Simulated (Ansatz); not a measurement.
FeSi:
Space group P2₁3 (No. 198); a = b = c = 4.4033 Å, α = β = γ = 90.00°

```
atom  site  symmetry       x       y       z
----  ----  --------  ------  ------  ------
Fe      4a       .3.  0.1369  0.1369  0.1369
Si      4a       .3.  0.8410  0.8410  0.8410
```

This is the PBEsol-relaxed structure.

**Question.** All from PBEsol (plane waves, PAW; program Ansatz), unless another level is named. Give the static dielectric constant ε0 (ions relaxed, cell fixed).

**Answer.** 110.

**Question.** And the Born charges (a third of the trace)?

**Answer.** Fe -4.37, Si +4.37 e.

**Question.** What about the electronic dielectric constant ε∞ (DFPT)?

**Answer.** 89.0.

Space group P2_13. The cell was relaxed with PBEsol under the symmetry of its start. The workflow began spin-polarised and lost its moments.

Potentials: the later of the program's two PAW sets.
